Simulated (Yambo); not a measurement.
Yambo run on CsCdF$_{3}$ (cubic perovskite, space group Pm-3m, No. 221). The wavefunctions are PBEsol (Quantum ESPRESSO, PseudoDojo norm-conserving, 102 Ry, scalar-relativistic) ones on a 4×4×4 mesh (25 occupied bands); a = b = c = 4.4868 Å, α = β = γ = 90.00°.

Yambo input:

```
rim_cut
gw0
dyson
el_el_corr
HF_and_locXC
ppa
em1d
RandQpts= 1000000
RandGvec= 1 Ry
EXXRLvcs= 102 Ry
VXCRLvcs= 408 Ry
Chimod= "HARTREE"
% BndsRnXp
 5 | 59 |
%
NGsBlkXp= 4 Ry
% LongDrXp
 1.0 | 1.0 | 1.0 |
%
PPAPntXp= 27.2114 eV
% GbndRnge
 1 | 59 |
%
GTermKind= "BG"
DysSolver= "n"
ExtendOut
% QPkrange
 1 | 1 | 25 | 26 |
 10 | 10 | 25 | 25 |
%
```

k points by index: 1 = Γ, 10 = R.

The o-*.qp file then holds:

```
#    K-point    Band    Eo [eV]    E [eV]    E-Eo [eV]    Vxc [eV]    Vnlxc [eV]    Sc|Eo [eV]    Sc|E [eV]    dSc/dw|Eo [eV]    Re(Z)    Im(Z)
#
    1    25    -1.085438    -3.082140    -1.996702    -21.54037    -29.08177    5.001546    5.544697    -7.401337    0.786164    -0.001586
    1    26    3.227828    5.045938    1.818110    -12.31075    -7.479917    -2.747470    -3.012722    -3.969801    0.872685    -0.887836E-3
    10    25    0.000000    -1.931564    -1.931564    -25.26604    -32.05031    4.395607    4.852703    -6.438889    0.808650    -0.001333
```
(The two width columns are left out.) Convergence of these settings isn't established.

Spin-orbit coupling is not included.

Geometry of the Materials Project entry, not relaxed at this level.

The structure is a Materials Project entry; no match was found in the copy of COD used, and its stability was not checked.
